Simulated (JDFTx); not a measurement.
| Item | Result |
|---|---|
| surface | AlRu(110), Al/Ru outermost, slab composition Al6Ru6 |
| bulk | AlRu, Pm-3m, lattice of mp-542569 (not re-optimised) |
| slab | 12 atoms in 6 planes, 1x1, 10.7 Å between the outermost planes |
| in-plane cell | 2.982 × 4.218 Å, 12.58 Å² |
| cell height | 26.5 Å |
| sampling | 8×6×1 k mesh, Fermi smearing 0.01 Ha, no spin polarisation |

Whether this polymorph is the ambient one wasn't checked.

Profiles through the double layer of this slab, charged, in CANDLE, water, 1 M KF; PBE, GBRV ultrasoft potentials, plane waves to 20/100 Ha, JDFTx (a modified build). z is the height above the outermost atoms, φ the plane-averaged electrostatic potential energy of an electron (zero in the bulk liquid), ρ_b the bound charge of solvent and ions, s the cavity shape function (0 in the solid, 1 in the liquid).

| z (Å) | n (e/Å³) | s | φ (eV) | ρ_b (10⁻³ e/Å³) |
|---|---|---|---|---|
| 0.85 | 0.1985 | 0.00 | -4.145 | 0.00 |
| 1.29 | 0.0651 | 0.00 | -2.149 | -0.27 |
| 1.74 | 0.0210 | 0.00 | -0.693 | -4.35 |
| 2.18 | 0.0063 | 0.02 | -0.137 | -5.92 |
| 2.62 | 0.0018 | 0.17 | -0.052 | -0.10 |
| 3.06 | 0.0005 | 0.44 | -0.035 | 0.33 |
| 3.50 | 0.0002 | 0.72 | -0.028 | 0.10 |
| 3.94 | 0.0000 | 0.94 | -0.023 | 0.02 |
| 4.39 | 0.0000 | 1.00 | -0.020 | 0.00 |
| 4.83 | 0.0000 | 1.00 | -0.017 | 0.00 |
| 5.27 | 0.0000 | 1.00 | -0.015 | -0.01 |
| 5.71 | 0.0000 | 1.00 | -0.013 | -0.01 |
| 6.15 | 0.0000 | 1.00 | -0.011 | -0.01 |
| 6.59 | 0.0000 | 1.00 | -0.010 | -0.01 |
| 7.04 | 0.0000 | 1.00 | -0.008 | -0.01 |
| 7.48 | 0.0000 | 1.00 | -0.007 | 0.00 |

Problem. Is the electrode positively or negatively charged, and roughly by how much?

Solution. Positively: σ = 7.3 μC/cm² per face. The liquid's bound charge is of the opposite sign overall, and far from the surface φ decays with the screening length (3.0 Å).
